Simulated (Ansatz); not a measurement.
AlN:
```yaml
crystal:
  lattice:
    - [0.00000, 2.18876, 2.18876]
    - [2.18876, 0.00000, 2.18876]
    - [2.18876, 2.18876, 0.00000]
  atoms:
    - { symbol: Al, position: [0.00000, 0.00000, 0.00000] }
    - { symbol: N, position: [0.25000, 0.25000, 0.25000] }
```

Tensor components refer to the Cartesian frame of this cell.

Task: Give the high-frequency dielectric tensor and the Born effective charge tensors of the independent atoms from DFPT, PBEsol in the plane-wave PAW code Ansatz.

Result: 
ε∞:
```
4.65  0.00  0.00
0.00  4.65  0.00
0.00  0.00  4.65
```
Z* of atom 1 (Al), rows: field, columns: displacement, in e:
```
2.55  0.00  0.00
0.00  2.55  0.00
0.00  0.00  2.55
```
Z* of atom 2 (N), rows: field, columns: displacement, in e:
```
-2.55   0.00   0.00
 0.00  -2.55   0.00
 0.00   0.00  -2.55
```

Space group F-43m (zinc blende). Symmetry was held in the PBEsol relaxation.

Potentials: the later of the program's two PAW sets.
